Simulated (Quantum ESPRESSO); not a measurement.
# Ga3ScAs3P: input and log of a self-consistent run

Computed values, not a measurement. The program is pw.x of Quantum ESPRESSO 7.5 (plane-wave density functional theory). The cell is made up: 8 atoms on a zincblende/diamond lattice, with randomly drawn elements, strain and displacements, not relaxed. PseudoDojo standard norm-conserving files (v0.5 for PBE, v0.4.1 for LDA and PBEsol) set the functional; there is no spin polarisation, spin-orbit coupling or dispersion term, and the masses in the input are unused placeholders.

Input:

```
&control calculation='scf', pseudo_dir='./dojo.nc.sr.pbe.v0_5.standard.upf', outdir='./o', disk_io='medium', tprnfor=.true., tstress=.true. /
&system ibrav=0, nat=8, ntyp=4, nbnd=56, ecutwfc=84.00895049, nosym=.true., tot_charge=0,
 occupations='smearing', smearing='fd', degauss=0.0018374661
/
&electrons conv_thr=7.350e-09, electron_maxstep=60, /
ATOMIC_SPECIES
As 1.0 As.upf
Ga 1.0 Ga.upf
P 1.0 P.upf
Sc 1.0 Sc.upf
CELL_PARAMETERS angstrom
5.6822 0.0 0.0
0.0 5.6822 0.0
0.0 0.0 5.6822
ATOMIC_POSITIONS angstrom
Ga -0.0298 0.0031 -0.0358
Sc 0.0213 2.851 2.806
Ga 2.8497 0.0311 2.8566
Ga 2.8544 2.8619 -0.0224
As 1.4045 1.446 1.4177
As 1.4235 4.2658 4.2893
P 4.2635 1.4221 4.2882
As 4.2865 4.2928 1.3989
K_POINTS automatic
4 4 4 1 1 1
```

The log is shortened where brackets say so; the opening notice, blank lines, dates and the lines on written files are dropped, and the path of the files is cut. It prints rydbergs, bohrs and kilobars, and counts compression as positive stress. With no partly filled state, the Fermi energy that it prints is only some level between the filled and the empty states on the mesh, and need not lie in the true gap.

```
     Program PWSCF v.7.5
     Parallel version (MPI & OpenMP), running on       1 processor cores
     Number of MPI processes:                 1
     Threads/MPI process:                     1
     [start-up lines left out]
     bravais-lattice index     =            0
     lattice parameter (alat)  =      10.7378  a.u.
     unit-cell volume          =    1238.0727 (a.u.)^3
     number of atoms/cell      =            8
     number of atomic types    =            4
     number of electrons       =       100.00
     number of Kohn-Sham states=           56
     kinetic-energy cutoff     =      84.0090  Ry
     charge density cutoff     =     336.0358  Ry
     scf convergence threshold =      7.3E-09
     mixing beta               =       0.7000
     number of iterations used =            8  plain     mixing
     Exchange-correlation= PBE
                           (   1   4   3   4   0   0   0)
     [axes and pseudopotential details left out]
   Cartesian axes
     site n.     atom                  positions (alat units)
         1        Ga     tau(   1) = (  -0.0052444   0.0005456  -0.0063004  )
         2        Sc     tau(   2) = (   0.0037485   0.5017423   0.4938228  )
         3        Ga     tau(   3) = (   0.5015135   0.0054732   0.5027278  )
         4        Ga     tau(   4) = (   0.5023406   0.5036606  -0.0039421  )
         5        As     tau(   5) = (   0.2471754   0.2544789   0.2494984  )
         6        As     tau(   6) = (   0.2505192   0.7507304   0.7548661  )
         7        P      tau(   7) = (   0.7503256   0.2502728   0.7546725  )
         8        As     tau(   8) = (   0.7543733   0.7554820   0.2461899  )
     number of k points=    32  Fermi-Dirac smearing, width (Ry)=  0.0018
                       cart. coord. in units 2pi/alat
        k(    1) = (   0.1250000   0.1250000   0.1250000), wk =   0.0625000
        k(    2) = (   0.1250000   0.1250000   0.3750000), wk =   0.0625000
     [further k points left out]
     Dense  grid:   128923 G-vectors     FFT dimensions: (  64,  64,  64)
     Estimated max dynamical RAM per process >     194.14 MB
     Initial potential from superposition of free atoms
     starting charge      99.9885, renormalised to     100.0000
     Starting wfcs are   68 randomized atomic wfcs
     total cpu time spent up to now is       19.7 secs
     per-process dynamical memory:   101.6 Mb
     Self-consistent Calculation
     iteration #  1     ecut=    84.01 Ry     beta= 0.70
     Davidson diagonalization with overlap
     ethr =  1.00E-02,  avg # of iterations =  3.0
     Threshold (ethr) on eigenvalues was too large:
     Diagonalizing with lowered threshold
     Davidson diagonalization with overlap
     ethr =  3.41E-04,  avg # of iterations =  3.2
     total cpu time spent up to now is      111.9 secs
     total energy              =   -1205.98850714 Ry
     estimated scf accuracy    <       0.35488392 Ry
     iteration #  2     ecut=    84.01 Ry     beta= 0.70
     Davidson diagonalization with overlap
     ethr =  3.55E-04,  avg # of iterations =  6.2
     total cpu time spent up to now is      161.3 secs
     total energy              =   -1206.02313910 Ry
     estimated scf accuracy    <       0.24214264 Ry
     iteration #  3     ecut=    84.01 Ry     beta= 0.70
     Davidson diagonalization with overlap
     ethr =  2.42E-04,  avg # of iterations =  6.3
     total cpu time spent up to now is      212.2 secs
     total energy              =   -1206.06188626 Ry
     estimated scf accuracy    <       0.15104914 Ry
     iteration #  4     ecut=    84.01 Ry     beta= 0.70
     Davidson diagonalization with overlap
     ethr =  1.51E-04,  avg # of iterations =  4.0
     total cpu time spent up to now is      252.8 secs
     total energy              =   -1206.09449771 Ry
     estimated scf accuracy    <       0.01017948 Ry
     iteration #  5     ecut=    84.01 Ry     beta= 0.70
     Davidson diagonalization with overlap
     ethr =  1.02E-05,  avg # of iterations =  6.5
     total cpu time spent up to now is      292.0 secs
     total energy              =   -1206.09561012 Ry
     estimated scf accuracy    <       0.00137169 Ry
     iteration #  6     ecut=    84.01 Ry     beta= 0.70
     Davidson diagonalization with overlap
     ethr =  1.37E-06,  avg # of iterations =  3.2
     total cpu time spent up to now is      320.3 secs
     total energy              =   -1206.09578421 Ry
     estimated scf accuracy    <       0.00020632 Ry
     iteration #  7     ecut=    84.01 Ry     beta= 0.70
     Davidson diagonalization with overlap
     ethr =  2.06E-07,  avg # of iterations =  4.9
     total cpu time spent up to now is      355.2 secs
     total energy              =   -1206.09582717 Ry
     estimated scf accuracy    <       0.00000338 Ry
     iteration #  8     ecut=    84.01 Ry     beta= 0.70
     Davidson diagonalization with overlap
     ethr =  3.38E-09,  avg # of iterations =  5.9
     total cpu time spent up to now is      399.6 secs
     total energy              =   -1206.09582922 Ry
     estimated scf accuracy    <       0.00000334 Ry
     iteration #  9     ecut=    84.01 Ry     beta= 0.70
     Davidson diagonalization with overlap
     ethr =  3.34E-09,  avg # of iterations =  2.0
     total cpu time spent up to now is      429.9 secs
     total energy              =   -1206.09582937 Ry
     estimated scf accuracy    <       0.00000068 Ry
     iteration # 10     ecut=    84.01 Ry     beta= 0.70
     Davidson diagonalization with overlap
     ethr =  6.76E-10,  avg # of iterations =  5.2
     total cpu time spent up to now is      463.4 secs
     End of self-consistent calculation
          k = 0.1250 0.1250 0.1250 ( 16113 PWs)   bands (ev):
   -40.8404 -26.7467 -26.7462 -26.7140 -26.7121 -26.6821 -26.6814 -26.6769
   -26.6714 -26.6643 -26.6462 -26.6440 -26.6374 -26.6224 -26.6190 -26.6175
   -19.5682 -19.5603 -19.5358  -6.6632  -6.6456  -6.6300  -6.5842  -6.5792
    -6.5642  -6.5469  -6.5406  -6.5363  -6.5295  -6.5281  -6.5215  -6.5077
    -6.5009  -6.4879  -3.7568  -1.9313  -1.8614  -1.4660   1.7154   1.8247
     4.2425   5.2130   5.2504   5.7393   5.7647   6.3122   6.3550   6.7728
     7.3141   7.3901   9.0531   9.1155   9.4978  10.2367  10.3067  10.4558
     [levels at the other k points left out]
     the Fermi energy is     8.2807 ev
!    total energy              =   -1206.09582950 Ry
     estimated scf accuracy    <          7.0E-09 Ry
     smearing contrib. (-TS)   =      -0.00000000 Ry
     internal energy E=F+TS    =   -1206.09582950 Ry
     The total energy is F=E-TS. E is the sum of the following terms:
     one-electron contribution =    -665.03800317 Ry
     hartree contribution      =     391.74710656 Ry
     xc contribution           =    -288.75193481 Ry
     ewald contribution        =    -644.05299808 Ry
     convergence has been achieved in  10 iterations
     Forces acting on atoms (cartesian axes, Ry/au):
     atom    1 type  2   force =    -0.00056367    0.01916491   -0.00321583
     atom    2 type  4   force =    -0.03411658   -0.00955567    0.04224778
     atom    3 type  2   force =     0.00874643    0.00708724    0.00794133
     atom    4 type  2   force =     0.01273364   -0.01624061    0.00103550
     atom    5 type  1   force =     0.04490145   -0.04396007   -0.04520598
     atom    6 type  1   force =     0.02687417    0.03028699    0.01027418
     atom    7 type  3   force =    -0.01988782   -0.01219377    0.00698463
     atom    8 type  1   force =    -0.03868762    0.02541097   -0.02006161
     Total force =     0.122107     Total SCF correction =     0.000454
     Computing stress (Cartesian axis) and pressure
          total   stress  (Ry/bohr**3)                   (kbar)     P=       51.33
   0.00033238  -0.00007374  -0.00000257           48.90      -10.85       -0.38
  -0.00007374   0.00034748   0.00001405          -10.85       51.12        2.07
  -0.00000257   0.00001405   0.00036687           -0.38        2.07       53.97
     init_run     :     18.31s CPU     19.47s WALL (       1 calls)
     electrons    :    418.36s CPU    443.76s WALL (       1 calls)
     forces       :      4.21s CPU      4.28s WALL (       1 calls)
     stress       :     15.90s CPU     16.00s WALL (       1 calls)
     [timing details left out]
     PWSCF        :   7m37.08s CPU   8m 4.94s WALL
     JOB DONE.
```

In other units: free energy -16409.770 eV for the cell, pressure 5.13 GPa, largest force component 1.162 eV/Å. A rerun of a related cell, with the same atoms placed differently, at 1437 eV and a 6 x 6 x 6 mesh moved values by no more than 0.007 eV in energy, 0.02 GPa in stress and 0.005 eV/Å in force.